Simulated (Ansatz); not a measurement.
**W: computed property card**

W:
```
CELL_PARAMETERS angstrom
      5.03204     0.00000     0.00000
      0.00000     5.03204     0.00000
      0.00000     0.00000     5.03204
ATOMIC_POSITIONS crystal
  W  0.00000 0.00000 0.00000
  W  0.50000 0.50000 0.50000
  W  0.00000 0.50000 0.25000
  W  0.00000 0.50000 0.75000
  W  0.25000 0.00000 0.50000
  W  0.75000 0.00000 0.50000
  W  0.50000 0.75000 0.00000
  W  0.50000 0.25000 0.00000
```

Space group Pm-3n (No. 223), A15 (β-W type); conventional cell a = b = c = 5.0320 Å, α = β = γ = 90.00°.

Method: PBEsol in the plane-wave PAW code Ansatz. Geometry: relaxed at this level of theory. Other levels are named where they apply.

**Cell and energy**

| Property | Result |
|---|---|
| Volume per atom | 15.93 Å³ |
| Density | 19.17 g/cm³ |

**Electronic structure**

| Quantity | Value |
|---|---|
| Electronic character | metallic (no gap) |
| Density of states at the Fermi level | 0.31 states/eV per atom (mean over ±0.08 eV) |
| Gap with spin–orbit coupling | none (metallic) |

**Mechanics**

| Quantity | Value |
|---|---|
| Bulk modulus (Birch–Murnaghan fit) | 317 GPa |
| Pressure derivative B′ | 4.2 |
| Elastic constants (relaxed ions, GPa) | C11 = 628, C12 = 162, C44 = 101 |
| Mechanical stability | stable (all eigenvalues of C positive) |
| Hill bulk and shear moduli | 317 and 142 GPa |
| Young's modulus | 371 GPa |
| Poisson's ratio | 0.31 |
| Debye temperature from the elastic constants | 360 K |

**Phonons**

| Quantity | Result |
|---|---|
| Highest zone-centre frequency | 255 cm^-1 |
| Zone-centre stability | no imaginary mode at Γ |

The workflow started from an entry of the Crystallography Open Database (COD), which files this formula under 6 space groups. It is not the phase usual at ambient conditions (space group No. 229). Symmetry was held in the PBEsol relaxation. No spin polarisation was allowed. As this level gives no gap, shear constants depend on the k-mesh and smearing (Fermi–Dirac, 0.1 eV here). As this level gives no gap, phonon frequencies hold no LO–TO term and depend on the k-mesh and smearing (Fermi–Dirac, 0.1 eV here). Scalar-relativistic: spin–orbit coupling is off unless named, which matters more the heavier the elements.

Potentials: the later of the program's two PAW sets.
